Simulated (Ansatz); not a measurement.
Notes on ZrMo3

```
Mo Zr
1.0
     4.88019    0.00000    0.00000
     0.00000    4.88019    0.00000
     0.00000    0.00000    4.88019
Mo Zr
6 2
Direct
  0.25000 0.00000 0.50000
  0.50000 0.75000 0.00000
  0.75000 0.00000 0.50000
  0.50000 0.25000 0.00000
  0.00000 0.50000 0.75000
  0.00000 0.50000 0.25000
  0.00000 0.00000 0.00000
  0.50000 0.50000 0.50000
```

Method: r2SCAN, collinear spin; PAW, plane waves to 500 eV, 5×5×5 Γ-centred mesh, fermi-dirac occupations (width 0.1 eV) (Ansatz 0.2.0), atoms fixed.

The state carries no moments; the state need not be the lowest.

Q: Is it stable against the elements?

A: 0.63 eV an atom against the elements' usual phases (free molecules for gases, crystals otherwise, with no correction for O₂ or N₂), so at this geometry it isn't bound against them. Relaxing would lower it.

Q: What do density and ELF say about some of the short contacts?

A: Mo–Mo at 2.44 Å: least valence density 0.61 e/Å³ and ELF 0.27 there. Mo–Zr at 2.73 Å: least valence density 0.33 e/Å³ and ELF 0.19 there. These are pseudo-fields; inside the PAW spheres they differ from the all-electron ones.

Q: What does the stress say?

A: The pressure is 49.2 GPa (compression positive), so with the atoms held at these fractions the cell would first expand.

Q: How is the charge shared?

A: Bader charges in e: Zr +1.00, Mo -0.33. In the mean Zr gives up most and Mo takes most.

Q: What happens at the Fermi level?

A: It is a metal, with about 6.4 states/eV a cell as the mean within 0.25 eV of the Fermi level, mostly Mo d (62 %) and Zr d (25 %).

Origin: a database entry at a rescaled volume. Caveats: the input typed no starting moments; atoms or cell far from equilibrium.
